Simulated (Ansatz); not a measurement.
# Cd3SeS2: a bulk modulus from differences

The cell was found from a structure generator's guess, not taken from experiment.

All numbers below come from Ansatz 0.2.0, DFT PBE, scalar-relativistic, plane waves, PAW. The final run on the 6-atom cell used 420 eV, a Γ-centred 6×6×4 mesh, 0.02 eV smearing and no spin polarisation.

```cif
data_structure
_symmetry_space_group_name_H-M 'P 1'
_symmetry_Int_Tables_number 1
_cell_length_a 4.2523
_cell_length_b 4.2523
_cell_length_c 10.4285
_cell_angle_alpha 90.000
_cell_angle_beta 90.000
_cell_angle_gamma 120.000
_cell_volume 163.30
loop_
_atom_site_label
_atom_site_type_symbol
_atom_site_fract_x
_atom_site_fract_y
_atom_site_fract_z
_atom_site_occupancy
Cd1 Cd 0.00000 0.00000 0.99097 1
Cd2 Cd 0.33333 0.66667 0.66659 1
Cd3 Cd 0.66667 0.33333 0.34292 1
Se1 Se 0.00000 0.00000 0.24786 1
S1 S 0.33333 0.66667 0.91300 1
S2 S 0.66667 0.33333 0.58866 1
```

The cell was set to several volumes, with shape and atoms relaxed at each where symmetry leaves them free. Pressure is positive in compression, and energies count from the lowest row.

```
row  V (Å³/atom)  P (GPa)  ΔE (meV/atom)  gap on mesh (eV)
  1       23.951     8.59           77.8              0.90
  2       24.768     5.87           41.1              0.84
  3       25.584        ?              ?                 ?
  4       26.401     1.64            4.1              0.72
  5       27.217     0.00            0.0              0.66
  6       28.034    -1.38            3.6              0.61
  7       28.851    -2.55           13.7              0.55
  8       29.939    -3.83           35.6              0.48
```

Task: Find B = −V·ΔP/ΔV from rows 4 and 6 and from rows 1 and 2, and from the two its slope B′ and its value B0 at zero pressure.

Result: Rows 4 and 6 give −(26.401 + 28.034)/2 × (-1.38 − (1.64))/(28.034 − 26.401) = 50.3 GPa at a mean pressure of 0.13 GPa. Rows 1 and 2 give −(23.951 + 24.768)/2 × (5.87 − (8.59))/(24.768 − 23.951) = 81.1 GPa at a mean pressure of 7.23 GPa. So B′ = (81.1 − 50.3)/(7.23 − (0.13)) = 4.34 and B0 = 50.3 − 4.34 × (0.13) = 49.7 GPa. A third-order Birch–Murnaghan fit to all the energies gives B0 = 50.1 GPa and B′ = 4.6.

Task: Estimate the pressure and energy of row 3.

Result: From row 5, V0 = 27.217 × (1 + (0.00)/49.7) = 27.217 Å³/atom. Murnaghan's form P = (B0/B′)·[(V0/V)^B′ − 1] gives (49.7/4.34) × [(27.217/25.584)^4.34 − 1] = 3.53 GPa; the computed pressure is 3.58 GPa, so the estimate is off by -0.05 GPa. The work of compression from row 4, with the mean of the two pressures, gives ΔE = 4.1 + (3.53 + 1.64)/2 × (26.401 − 25.584)/160.2 × 1000 = 17.3 meV/atom (1 eV/Å³ = 160.2 GPa); the computed value is 17.2 meV/atom.

Task: Fit the gap against pressure through the other rows and estimate it at the computed pressure of row 3.

Result: Over the 7 rows the mean pressure is 1.1914 GPa and the mean gap is 0.680 eV. The sums of products of deviations are S_xx = 124.1 and S_xy = 4.089, so the slope is 4.089/124.1 = 0.03295 (r = 0.99, rms misfit 0.02 eV). At 3.58 GPa the line gives 0.680 + (0.03295) × (3.58 − 1.1914) = 0.76 eV. The computed value is 0.78 eV, so the line is off by -0.02 eV, less than the largest miss among the fitted rows (0.03 eV).

Kohn–Sham gaps at this level usually fall short of measured ones. All volumes keep the k mesh of the relaxed cell. A structure relaxed within its symmetry needn't be a true minimum.
